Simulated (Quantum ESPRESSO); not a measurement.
WAlIn5Ta, a guest atom moved from site to site

Computed values, not a measurement. The program is pw.x of Quantum ESPRESSO 7.5 (plane-wave density functional theory). The cell is made up: eight metal atoms on a face-centred cubic lattice, with elements, volume, strain and displacements drawn at random and not relaxed, so it may be unstable or far from any real phase. PseudoDojo standard norm-conserving files set the functional (PBE unless stated); there is no spin polarisation or spin-orbit coupling, the Fermi-Dirac width of 0.25 eV means electrons at about 2900 K, and the masses in the input are unused placeholders. Heavy elements are run without spin-orbit coupling, which real alloys of them have. A spin test at this wide smearing found no moment, but such smearing suppresses magnetism that the real alloy may have.

The runs move one W atom among sites that otherwise hold In. Cell, positions, cutoff, mesh and smearing stay as in the input of run 1; sites are counted in its order. Stress in the tables is positive in tension.

Input of run 1:

```
&control calculation='scf', pseudo_dir='./dojo.nc.sr.pbe.v0_5.standard.upf', outdir='./o', disk_io='minimal', tprnfor=.true., tstress=.true. /
&system ibrav=0, nat=8, ntyp=4, nbnd=58, ecutwfc=74.01313486, nosym=.true., tot_charge=0,
 occupations='smearing', smearing='fd', degauss=0.0183746611
/
&electrons conv_thr=1.470e-08, electron_maxstep=70, mixing_beta=0.5 /
ATOMIC_SPECIES
Al 1.0 Al.upf
In 1.0 In.upf
Ta 1.0 Ta.upf
W 1.0 W.upf
CELL_PARAMETERS angstrom
0.0085 -2.1083 -2.1535
-6.5035 -2.1227 0.0396
-2.1002 4.1615 -6.3971
ATOMIC_POSITIONS angstrom
W -0.0558 0.0149 -0.1564
Al -2.1059 2.0621 -4.1193
In -2.1093 -0.0499 -2.1328
In -4.2736 2.0824 -6.4771
In -4.3795 -0.2064 -4.0775
In -4.4787 -2.0563 -2.0418
In -6.4632 0.0444 -6.316
Ta -6.5277 -2.164 -4.3263
K_POINTS automatic
8 4 3 1 1 1
```

| run | elements on sites 1 to 8 | free energy less that of run 1 (eV) | -TS (eV) | pressure (GPa) | stress xx (GPa) | stress yy (GPa) | stress zz (GPa) | stress yz (GPa) | stress xz (GPa) | stress xy (GPa) | iterations |
| --- | --- | --- | --- | --- | --- | --- | --- | --- | --- | --- | --- |
| 1 | W Al In In In In In Ta | 0.000 | -0.990 | 9.84 | -12.10 | -8.88 | -8.55 | 3.22 | -0.96 | 1.66 | 13 |
| 2 | In Al W In In In In Ta | -0.249 | -0.978 | 10.14 | -10.21 | -10.29 | -9.92 | 0.58 | 1.36 | -0.89 | 14 |
| 3 | In Al In In W In In Ta | 0.037 | -1.007 | 10.43 | -9.70 | -11.68 | -9.92 | -0.54 | 0.81 | -1.55 | 13 |
| 4 | In Al In In In W In Ta | -0.117 | -1.026 | 10.03 | -9.88 | -9.45 | -10.76 | 0.67 | -0.90 | -0.11 | 13 |
| 5 | In Al In In In In W Ta | 0.537 | -1.023 | 9.90 | -12.89 | -9.22 | -7.58 | 2.15 | -0.59 | 0.81 | 13 |

Forces Fx Fy Fz (eV/Å):

| site | run 1 | run 2 | run 3 | run 4 | run 5 |
| --- | --- | --- | --- | --- | --- |
| 1 | 0.23 0.02 0.57 | -0.68 -0.29 0.82 | 0.32 -0.70 1.15 | 1.18 -0.28 0.81 | 1.28 -1.19 1.62 |
| 2 | 0.25 0.14 -0.44 | 0.13 -0.46 0.14 | -0.72 -0.61 0.28 | 0.06 -0.07 -0.21 | 0.82 0.41 -0.66 |
| 3 | 0.54 0.19 -0.38 | -0.32 0.82 -0.62 | -1.16 1.14 -1.26 | -1.03 0.23 -0.41 | -0.20 0.58 -0.75 |
| 4 | 1.23 -0.49 0.55 | 0.55 -0.42 0.52 | 0.33 -1.04 1.14 | -0.27 -0.43 0.55 | -0.51 -1.16 1.29 |
| 5 | 0.48 1.25 -1.31 | 1.23 0.59 -0.71 | 0.21 1.16 -1.11 | 0.32 0.96 -1.02 | -0.21 1.69 -1.71 |
| 6 | -0.29 -0.87 0.38 | 1.39 0.02 -0.58 | 0.59 -0.12 -0.43 | 0.60 -0.07 0.27 | 0.32 -0.78 0.27 |
| 7 | -1.22 -0.11 -0.08 | -0.50 -0.55 0.31 | 0.49 -0.95 0.66 | -0.34 -0.26 -0.01 | -0.40 -0.91 0.72 |
| 8 | -1.22 -0.12 0.71 | -1.80 0.29 0.11 | -0.06 1.11 -0.42 | -0.52 -0.08 0.03 | -1.11 1.36 -0.77 |

The sites are displaced and not relaxed, so the energy differences mix bonding between neighbours with strain and are not ordering energies. A rerun of one cell of this series at a higher cutoff and on a denser mesh moved values by no more than 0.002 eV in energy, 0.07 GPa in stress and 0.020 eV/Å in force, and a second program with other atomic files agreed on that cell to 2 % rms in force and 0.5 GPa in pressure.